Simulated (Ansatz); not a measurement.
**Collinear states of AlCo4**

All numbers below come from DFT PBE, scalar-relativistic, plane waves, PAW (Ansatz 0.2.0).

```
CELL_PARAMETERS angstrom
1.28934 0.74440 9.97436
-1.28934 0.74440 9.97436
0.00000 -1.48880 9.97436
ATOMIC_POSITIONS crystal
Al 0.00000 0.00000 0.00000
Co 0.59886 0.59886 0.59886
Co 0.20032 0.20032 0.20032
Co 0.79968 0.79968 0.79968
Co 0.40114 0.40114 0.40114
```

| Property | Result |
| --- | --- |
| plane-wave cutoff | 420 eV |
| Γ-centred k-mesh | 18×18×18 |
| occupation rule | Gaussian smearing, 0.1 eV |
| list of starting moments (μB, in atom order) | 0 3 3 3 3 |
| check for lower electronic states after the SCF | off |

All runs keep this geometry, which isn't relaxed for the lowest state (largest force there 0.062 eV/Å, pressure 0.1 GPa; forces reach 0.27 eV/Å in another state) and needn't be a stable compound; relaxing each order would shift the differences by some 20 meV/atom, going by the pressures and a bulk modulus of about 150 GPa. Site moments are spin moments in atom-centred spheres that scale with the neighbour distance. The states are those that the runs reached from these starts; a lower one can exist. No antiferromagnetic start is among these.

```json
{"start": "no spin", "ends": "non-magnetic", "energy above lowest (meV/atom)": "130", "site moments (μB)": "none over 0.05", "gap on mesh (eV)": "metal", "P (GPa)": "-8.3"}
{"start": "ferromagnetic", "ends": "ferromagnetic", "energy above lowest (meV/atom)": "0.00", "site moments (μB)": "Al -0.05, Co +1.38 (×2), Co +1.76 (×2)", "gap on mesh (eV)": "metal", "P (GPa)": "0.1"}
```

Cost: 2 runs of about 6.4 core-minutes in all, on AMD EPYC 7R43 (Zen 3) (shared hosts).